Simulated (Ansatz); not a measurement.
**Hf₂Cd: levels along high-symmetry lines**

```
Hf Cd
1.0
    -1.53125    1.53125    6.88326
     1.53125   -1.53125    6.88326
     1.53125    1.53125   -6.88326
Hf Cd
2 1
Direct
  0.67204 0.67204 0.00000
  0.32796 0.32796 0.00000
  0.00000 0.00000 0.00000
```

Atoms are numbered in the order listed.

The cell is the one relaxed in the Materials Project (mp-1018156), not relaxed further here; entries there can be hypothetical.

No spin–orbit coupling, which matters for the heavy atoms here.

The calculation used Ansatz 0.2.0, DFT, LDA, all-electron LAPW, scalar-relativistic.

Numerical set-up: a Γ-centred 17×17×17 k mesh, Fermi–Dirac smearing of 0.05 eV, basis error target 0.5 meV/atom, no spin polarisation.

Points in fractions of the reciprocal vectors of this cell: Γ (0, 0, 0), X (0, 0, 0.5), P (0.25, 0.25, 0.25), N (0, 0.5, 0), M (0.5, 0.5, -0.5), S (0.262, 0.738, -0.262), S0 (-0.262, 0.262, 0.262). The path joins them by straight lines in the order Γ–X–P–N–Γ–M–S–S0–Γ; legs that retrace an earlier one aren't tabulated. Energies are in eV from the Fermi level.

Task: Is there a gap?

Result: none: bands cross the Fermi level, a metal.

Task: List the levels between -14 and 5.5 eV at the symmetry points.

Result: 
Γ: -11.83, -11.81 (×2), -11.81, -11.80, -11.79 (×3), -11.78, -11.78 (×2), -11.75, -11.75 (×2), -9.15, -8.85, -8.25 (×2), -8.02, -7.87, -4.28, -3.66, -1.87, -0.39, 0.06, 2.37 (×2), 2.73, 4.51 (×2), 4.84
X: -11.82 (×2), -11.81 (×4), -11.79 (×2), -11.78 (×2), -11.77 (×2), -11.75 (×2), -9.04, -8.74, -8.73, -8.24, -7.66, -2.78, -2.73, -1.86, -1.17, -0.32, 1.61, 2.10, 2.52, 3.27, 4.04, 4.80
P: -11.82 (×2), -11.81 (×4), -11.78 (×2), -11.78 (×2), -11.77 (×2), -11.75 (×2), -9.04, -8.73 (×2), -8.24, -7.66, -2.78, -2.73, -1.62 (×2), 0.53 (×2), 2.39, 2.60, 3.75 (×2), 4.72
N: -11.84 (×2), -11.82 (×2), -11.80 (×2), -11.78 (×2), -11.77 (×2), -11.76 (×2), -11.75 (×2), -8.89, -8.86, -8.37, -8.20, -8.20, -3.63, -3.41, -2.39, -1.48, -0.45, 0.46, 0.47, 1.92, 2.00, 3.84, 4.97, 5.06, 5.43
M: -11.84, -11.81 (×2), -11.81, -11.80, -11.79 (×3), -11.78, -11.77 (×2), -11.75, -11.75 (×2), -9.15, -8.85, -8.25 (×2), -8.02, -7.04, -6.40, -2.66, -1.83, 0.01, 0.74, 2.14 (×2), 2.72, 4.83, 5.24 (×2)
S: -11.84 (×2), -11.82 (×2), -11.80 (×2), -11.78 (×2), -11.77 (×2), -11.76 (×2), -11.75 (×2), -8.89, -8.86, -8.37, -8.21, -8.20, -3.92, -2.83, -2.73, -1.02, -0.97, 0.35, 0.59, 1.93, 2.02, 4.18, 4.88, 5.00, 5.13
S0: -11.84 (×2), -11.82 (×2), -11.80 (×2), -11.78 (×2), -11.77 (×2), -11.76 (×2), -11.75 (×2), -8.89, -8.86, -8.37, -8.21, -8.20, -3.92, -2.83, -2.73, -1.02, -0.97, 0.35, 0.59, 1.93, 2.02, 4.18, 4.88, 5.00, 5.13
